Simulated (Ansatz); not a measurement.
Rb (I4/mmm), clamped-ion strain scan

Computed with DFT LDA, scalar-relativistic, plane waves, PAW in Ansatz. Settings: plane waves to 420 eV, k-mesh 12×12×12 (Γ-centred), Gaussian smearing 0.15 eV. No spin polarisation. Energies are free energies at this smearing, counted from the undisturbed cell; pressure is positive in compression.

The starting cell (as given, not relaxed at this level; it stands at -0.5 GPa; this form isn't the usual structure):

```
Rb
1.0
    -2.95451    2.95451    2.73085
     2.95451   -2.95451    2.73085
     2.95451    2.95451   -2.73085
Rb
1
Cartesian
  0.0000 0.0000 0.0000
```

The cell is strained by ε times the Voigt pattern (1, -1, 0, 0, 0, 0) (xx, yy, zz, yz, xz, xy; engineering shear) with fractional coordinates fixed. The cell is metallic on the mesh throughout.

```csv
ε,ΔE (meV/atom)
-0.1500,-6.3
-0.0750,-2.2
0.0000,0.0
0.0375,-0.5
0.1125,-4.6
```

**Question.** Predict the stress summed along the pattern (GPa, tension positive) at each point.

**Answer.**
| ε | stress summed along the pattern (GPa, tension positive) |
| --- | --- |
| -0.1500 | -0.08 |
| -0.0750 | 0.03 |
| 0.0000 | 0.00 |
| 0.0375 | -0.01 |
| 0.1125 | 0.00 |